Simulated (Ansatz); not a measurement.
Starting cell, GaAs (zinc blende):

```xyz
4
Lattice="0.0000 5.7461 5.7461 2.8730 2.8730 5.7461 2.8730 2.8730 0.0000" Properties=species:S:1:pos:R:3 pbc="T T T"
As     4.3096    10.0556    10.0556
As     4.3096     7.1826     7.1826
Ga     0.0000     0.0000     0.0000
Ga     2.8730     5.7461     2.8730
```

The atoms are displaced by Q × the pattern below (from a DFPT mode at X = (0.5, 0.5, 0.0), largest move 1; Q in Å), at fixed cell. (q is in reciprocal vectors of the primitive cell; the cell shown is doubled to hold the pattern.)

```csv
atom,x,y,z
As1,0.000,0.000,-1.000
As2,0.000,0.000,1.000
```

Atoms not listed stay in place.

Method: PBE (plane waves to 420 eV, PAW, scalar-relativistic; Ansatz, a quantum-chemistry and plane-wave program). k mesh 10×10×10 (Γ-centred), Fermi-Dirac smearing 0.05 eV. E stands for the smeared free energy. GaAs was relaxed with its symmetry unable to fall. The PAW data are Ansatz's earlier set. The zero of ΔE is the undisplaced structure.

The scan covers Q from -0.180 to 0.180 Å in 13 points.

**Question.** Which space group does the distorted structure have?

**Answer.** P-4m2 (No. 115), lowered from F-43m.

**Question.** Is this a single well or a double well?

**Answer.** A single well with its minimum at or next to zero displacement.

**Question.** What is the energy change at Q = 0.180 Å?

**Answer.** 380 meV/cell.

**Question.** What harmonic wavenumber does the curvature at Q = 0 give?

**Answer.** 207 cm⁻¹.

(A displaced cell: forces are minus the slopes of the energy, force constants its curvatures, and phonons follow from these.)
